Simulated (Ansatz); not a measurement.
Consider a crystal of Si2P in space group I4_1/amd (No. 141), with Si on 8d; P on 4a. A trial structure of Si2P was built thus: 4-, 6-connected net, elements by coordination.

The calculation used Ansatz 0.2.0, DFT PBE, scalar-relativistic, plane waves, PAW. Cutoff 420 eV, Γ-centred mesh, Gaussian smearing, no spin polarisation.

Energies over the elements count from the elements' standard structures at the same level, with no fitted energy shifts. The references include black phosphorus.

Task: Give the relaxed lattice parameters and positions.

Result:

Space group I4_1/amd:1 (No. 141). a = 6.588 Å, b = 6.588 Å, c = 4.504 Å, α = 90.00°, β = 90.00°, γ = 90.00°
```
atom  site  symmetry       x       y       z
  Si    8d     .2/m.  0.0000  0.7500  0.6250
   P    4a      -4m2  0.0000  0.0000  0.0000
```

Around Si lie 2 P at 2.36 Å and 4 Si at 2.59 Å; P is surrounded by 4 Si at 2.36 Å. Another local minimum with the same sites may exist.

Task: And its energy and gap?

Result: The energy over the elements is +0.26 eV/atom and the gap on the 10×10×10 mesh of the 6-atom cell is 0 eV (a metal). The separate elements lie lower, so it is unstable against them.

The last run used Gaussian smearing of 0.10 eV. The reference form of P is held partly by dispersion forces, which this level lacks. A structure relaxed within its symmetry needn't be a true minimum.
